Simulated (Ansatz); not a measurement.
## Relaxing a structure of ZnS

The start is a generated trial cell of ZnS in the zincblende structure type. Cell shape, volume and atoms are optimised at zero target pressure with r2SCAN (plane waves to 500 eV, PAW, scalar-relativistic; Ansatz, a first-principles code). First-step values are on the input's coarse k-mesh.

Ansatz input (later rounds restart from its end on a renewed k-mesh):
Ansatz 0.2 input:
```yaml
crystal:
  lattice:
    - [0, 2.70465, 2.70465]
    - [2.70465, 0, 2.70465]
    - [2.70465, 2.70465, 0]
  atoms:
    - { symbol: S, position: [0.75, 0.75, 0.75] }
    - { symbol: Zn, position: [0, 0, 0] }
basis: { ecutwfc: 500, ecutrho_ratio: 4, xc_grid: 4, fft_grid_basis: typed }
kpoints: { mp_grid: { grid: [7, 7, 7] } }
hamiltonian:
  xc: r2scan
  dispersion: none
  pseudopotentials: { azcp: { folder: ./paw }, kind: paw }
scf: { occupations: { method: fermi_dirac, width: 0.05 } }
relax: { f_tol: 0.01, max_steps: 100, cell: { stress_tol: 0.02 } }
output: { forces: true, stress: true }
```

**Question.** How much energy is released per atom?

**Answer.** 1 meV/atom.

**Question.** Is the relaxed structure metallic? Give its gap.

**Answer.** 2.70 eV, direct at Γ (no spin-orbit coupling).

**Question.** Write out the relaxed structure.

**Answer.** 
```cif
data_S4Zn4
_chemical_formula_sum 'S4 Zn4'
_space_group_name_H-M_alt 'F-43m'
_space_group_IT_number 216
_space_group_name_Hall 'F -4 2 3'
_cell_length_a 5.39041
_cell_length_b 5.39041
_cell_length_c 5.39041
_cell_angle_alpha 90.000
_cell_angle_beta 90.000
_cell_angle_gamma 90.000
loop_
_atom_site_label
_atom_site_type_symbol
_atom_site_symmetry_multiplicity
_atom_site_Wyckoff_symbol
_atom_site_fract_x
_atom_site_fract_y
_atom_site_fract_z
_atom_site_occupancy
S1 S 4 c 0.25000 0.25000 0.25000 1
Zn1 Zn 4 a 0.00000 0.00000 0.00000 1
```
(The calculation used a cell of 2 atoms; values per cell refer to that cell.)

The space group stays F-43m (No. 216) (the run could not lower it); the end is zinc blende type, with 2 atoms in the primitive cell. Final values are on a 11×11×11 k-mesh of the relaxed cell. No spin polarisation in the result.

The run could not lose the symmetry of its start; a randomly shaken copy of 2 atoms returns to this structure.

All atoms sit on sites fixed by symmetry, so only the cell could relax.
